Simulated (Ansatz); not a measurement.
A relaxation computed with Ansatz, from input to last step.

```yaml
crystal:
  lattice:
    - [3.2817395211, 0.0, 0.0]
    - [-1.6408697605, 2.8420697939, 0.0]
    - [0.0, 0.0, 13.5739824969]
  atoms:
    - { symbol: W, position: [0.3333333333, 0.6666666667, 0.25] }
    - { symbol: W, position: [0.6666666667, 0.3333333333, 0.75] }
    - { symbol: Se, position: [0.3333333333, 0.6666666667, 0.6288316839] }
    - { symbol: Se, position: [0.6666666667, 0.3333333333, 0.1288316839] }
    - { symbol: Se, position: [0.3333333333, 0.6666666667, 0.8711683161] }
    - { symbol: Se, position: [0.6666666667, 0.3333333333, 0.3711683161] }
basis:
  ecutwfc: 500
kpoints:
  mp_grid: { grid: [12, 12, 2] }
hamiltonian:
  xc: r2scan
scf:
  occupations: { method: gaussian, width: 0.02 }
output:
  forces: true
  stress: true
  eigenvalues: true
relax:
  adjacent_minimum: "off"
  f_tol: 0.01
  max_steps: 30
  cell: { stress_tol: 0.1, fix: [volume] }
```

```bash
ansatz run input.yaml --threads 2 --pin off --max-ram 5120MiB --backend cpu --events-out ev --progress --plain --runs-dir out
```

Theory: DFT r2SCAN, scalar-relativistic, plane waves, PAW (Ansatz).

The volume is held at 0.97 times that of the relaxed cell.

Of 6 frames 5 are shown, positions in Å and forces in eV/Å; the SCF threshold varies from step to step. Steps run on the plane waves of an earlier cell, with a Pulay correction in the pressure. The basis is chosen afresh for the last frame, the zero of the energies, and at times for earlier ones too; energy and pressure step there, also at an unchanged geometry.

```xyz
6
Lattice="3.2817 0.0000 0.0000 -1.6409 2.8421 0.0000 0.0000 0.0000 13.5740" Properties=species:S:1:pos:R:3:forces:R:3 pbc="T T T" step=1 free_energy_over_end_meV_per_atom=7.13 pressure_GPa=4.30
W     0.0000    1.8947    3.3935    0.0000    0.0000    0.0000
W     1.6409    0.9474   10.1805    0.0000    0.0000    0.0000
Se    0.0000    1.8947    8.5358    0.0000    0.0000   -0.5400
Se    1.6409    0.9474    1.7488    0.0000    0.0000   -0.5400
Se    0.0000    1.8947   11.8252    0.0000    0.0000    0.5400
Se    1.6409    0.9474    5.0382    0.0000    0.0000    0.5400
6
Lattice="3.3192 0.0000 0.0000 -1.6596 2.8745 0.0000 0.0000 0.0000 13.2697" Properties=species:S:1:pos:R:3:forces:R:3 pbc="T T T" step=2 free_energy_over_end_meV_per_atom=5.88 pressure_GPa=-2.15
W     0.0000    1.9163    3.3174    0.0000    0.0000    0.0000
W     1.6596    0.9582    9.9523    0.0000    0.0000    0.0000
Se    0.0000    1.9163    8.2647    0.0000    0.0000    0.5361
Se    1.6596    0.9582    1.6299    0.0000    0.0000    0.5361
Se    0.0000    1.9163   11.6399    0.0000    0.0000   -0.5361
Se    1.6596    0.9582    5.0050    0.0000    0.0000   -0.5361
6
Lattice="3.3154 0.0000 0.0000 -1.6577 2.8712 0.0000 0.0000 0.0000 13.2997" Properties=species:S:1:pos:R:3:forces:R:3 pbc="T T T" step=3 free_energy_over_end_meV_per_atom=0.25 pressure_GPa=0.52
W     0.0000    1.9141    3.3249    0.0000    0.0000    0.0000
W     1.6577    0.9571    9.9748    0.0000    0.0000    0.0000
Se    0.0000    1.9141    8.3165    0.0000    0.0000   -0.0197
Se    1.6577    0.9571    1.6666    0.0000    0.0000   -0.0197
Se    0.0000    1.9141   11.6331    0.0000    0.0000    0.0197
Se    1.6577    0.9571    4.9832    0.0000    0.0000    0.0197
6
Lattice="3.3011 0.0000 0.0000 -1.6505 2.8588 0.0000 0.0000 0.0000 13.4156" Properties=species:S:1:pos:R:3:forces:R:3 pbc="T T T" step=4 free_energy_over_end_meV_per_atom=0.13 pressure_GPa=0.97
W     0.0000    1.9059    3.3539    0.0000    0.0000    0.0000
W     1.6505    0.9529   10.0617    0.0000    0.0000    0.0000
Se    0.0000    1.9059    8.3964    0.0000    0.0000    0.0047
Se    1.6505    0.9529    1.6886    0.0000    0.0000    0.0047
Se    0.0000    1.9059   11.7270    0.0000    0.0000   -0.0047
Se    1.6505    0.9529    5.0192    0.0000    0.0000   -0.0047
6
Lattice="3.3070 0.0000 0.0000 -1.6535 2.8639 0.0000 0.0000 0.0000 13.3675" Properties=species:S:1:pos:R:3:forces:R:3 pbc="T T T" step=6 free_energy_over_end_meV_per_atom=0.00 pressure_GPa=0.75
W     0.0000    1.9093    3.3419    0.0000    0.0000    0.0000
W     1.6535    0.9546   10.0257    0.0000    0.0000    0.0000
Se    0.0000    1.9093    8.3629    0.0000    0.0000    0.0002
Se    1.6535    0.9546    1.6792    0.0000    0.0000    0.0002
Se    0.0000    1.9093   11.6884    0.0000    0.0000   -0.0002
Se    1.6535    0.9546    5.0046    0.0000    0.0000   -0.0002
```

It took 85 s on 2 threads of Intel(R) Xeon(R) Platinum 8375C CPU @ 2.90GHz (Ice Lake) (shared host), peak memory 0.88 GiB.

Spin–orbit coupling is left out, which can shift energies with elements as heavy as these. The cell holds layers, and r2SCAN describes their binding at middle range but leaves out its long-range dispersion part.